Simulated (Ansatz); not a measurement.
Relaxed-ion elastic tensor of ZrSi (rock salt, Fm-3m) in GPa (Voigt order), PBE in the plane-wave PAW code Ansatz; density 5.04 g/cm³, 19.65 Å³ per atom.

```
 262  38.8  38.8   0.0   0.0   0.0
38.8   262  38.8   0.0   0.0   0.0
38.8  38.8   262   0.0   0.0   0.0
 0.0   0.0   0.0  20.4   0.0   0.0
 0.0   0.0   0.0   0.0  20.4   0.0
 0.0   0.0   0.0   0.0   0.0  20.4
```

Problem. Is the crystal mechanically stable?

Solution. Yes: the smallest eigenvalue of C is 20.4 GPa.

Problem. Work out the Voigt, Reuss and Hill averages.

Solution. K_V = 113, K_R = 113, K_H = 113; G_V = 56.9, G_R = 30.3, G_H = 43.6 GPa.

Problem. Give Young's modulus, Poisson's ratio, Pugh's ratio and the universal anisotropy index.

Solution. E = 9KG/(3K + G) = 116 GPa; ν = 0.33; K/G = 2.60 (ductile by the Pugh limit of 1.75); A_U = 5G_V/G_R + K_V/K_R − 6 = 4.40.

Problem. Estimate the sound speeds and the Debye temperature.

Solution. v_l = √((K + 4G/3)/ρ) = 5830 m/s, v_t = √(G/ρ) = 2940 m/s, mean 3300 m/s; Θ = (h/k)(3n/4πV)^(1/3) v_m = 364 K.

Problem. Give the Zener ratio and Young's modulus along [100], [110] and [111].

Solution. A = 2C44/(C11 − C12) = 0.18; 1/E = S11 − 2(S11 − S12 − S44/2)Γ with Γ = 0, 1/4, 1/3 gives 252, 71.5, 57.7 GPa.

Problem. Solve the Christoffel equation for the three sound speeds along [100], [110], [111].

Solution. Eigenvalues of C_ijkl n_j n_l equal ρv². In km/s, slowest first: [100] 2.01, 2.01, 7.21; [110] 2.01, 4.71, 5.82; [111] 4.01, 4.01, 5.28.

The cell is a constructed one: a structure type filled with these elements; neither database checked (COD, Materials Project) lists it. COD files the formula under space group No. 62, 63, so this cell is another polymorph or a model. Whether it is the stable phase at ambient conditions was not checked. The PBE relaxation kept the symmetry of its start; of distortions, only those at the zone centre were tested. No spin polarisation was allowed. As this level gives no gap, shear constants depend on the k-mesh and smearing (Fermi–Dirac, 0.1 eV here).

Potentials: the later of the program's two PAW sets.
